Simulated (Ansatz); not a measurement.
C:
```cif
data_C12
_chemical_formula_sum 'C12'
_space_group_name_H-M_alt 'Ibam'
_space_group_IT_number 72
_space_group_name_Hall '-I 2 2c'
_cell_length_a 2.64562
_cell_length_b 5.52232
_cell_length_c 4.64493
_cell_angle_alpha 90.000
_cell_angle_beta 90.000
_cell_angle_gamma 90.000
loop_
_atom_site_label
_atom_site_type_symbol
_atom_site_symmetry_multiplicity
_atom_site_Wyckoff_symbol
_atom_site_fract_x
_atom_site_fract_y
_atom_site_fract_z
_atom_site_occupancy
C1 C 8 j 0.32295 0.32986 0.00000 1
C2 C 4 a 0.00000 0.00000 0.25000 1
```
(The calculation used a cell of 6 atoms; values per cell refer to that cell.)

Relaxed with plane-wave PAW PBEsol (Ansatz code). Indices refer to the conventional cell of Ibam, a = 2.6456 Å, b = 5.5223 Å, c = 4.6449 Å, α = β = γ = 90.00°.

**Question.** Simulate the powder diffraction pattern (Ag Kα, λ = 0.560885 Å; lines above 1 %) up to 2θ = 30°.

**Answer.** Simulated powder pattern, Ag Kα, λ = 0.560885 Å (kinematic, ideal powder, no thermal factors, no anomalous dispersion; the 30 strongest lines at most, above 1 %, up to 2θ = 30°):

| 2θ (°) | d (Å) | I/Imax (%) | hkl |
|---|---|---|---|
| 13.50 | 2.386 | 100 | (110) |
| 13.87 | 2.322 | 22 | (002) |
| 18.16 | 1.777 | 69 | (022) |
| 18.27 | 1.767 | 71 | (121) |
| 19.40 | 1.664 | 8.1 | (112) |
| 25.59 | 1.267 | 31 | (132) |
| 26.15 | 1.240 | 15 | (211) |
| 26.97 | 1.203 | 16 | (123) |
| 27.19 | 1.193 | 9.5 | (220) |
| 27.34 | 1.187 | 12 | (042) |
| 27.41 | 1.184 | 18 | (141) |
| 27.95 | 1.161 | 14 | (004) |
| 28.24 | 1.149 | 15 | (202) |

The start of the workflow was typed in or built on a structure type; neither database checked (COD, Materials Project) lists it. It is not the phase usual at ambient conditions (space group No. 194, 227). The cell was relaxed with PBEsol under the symmetry of its start; its stability against distortions is not shown here. The volume moved by 18 % from the start of the relaxation.

Potentials: the earlier of the program's two PAW sets. The files were generated under PBE; for other functionals the program regenerates the frozen cores, and for LDA and PBEsol the local potential too.
